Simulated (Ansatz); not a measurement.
Structure types of Sr at a series of pressures

All-electron LAPW in Ansatz 0.2.0 under PBEsol, scalar-relativistic, energies extrapolated to zero smearing, no spin–orbit coupling; spin polarisation is left out. At each pressure a set of structure types was relaxed with symmetry kept. The table gives H = E + pV above the lowest type of that row in meV/atom (up to 5 of noise); a dash means not tried or turned into another type. Real phases may be missing from the set. k spacings are near 0.17 to 0.21 Å⁻¹, smearing 0.05 to 0.1 eV.

Problem. Among hcp, bcc, fcc, simple hexagonal, omega, dhcp, which leads at 0.28, 23, 36 GPa?

Solution. fcc or bcc at 0.28 GPa; bcc or hcp at 23 GPa; hcp at 36 GPa.

| p (GPa) | V of the lowest (Å³/atom) | hcp | bcc | fcc | simple hexagonal | omega | dhcp |
| --- | --- | --- | --- | --- | --- | --- | --- |
| 0.28 | 50.77 | 7 | 3 | 0 | 220 | 61 | – |
| 23 | 26.19 | 7 | 0 | 35 | 100 | 75 | 30 |
| 36 | 21.12 | 0 | 68 | 60 | 115 | 101 | 50 |
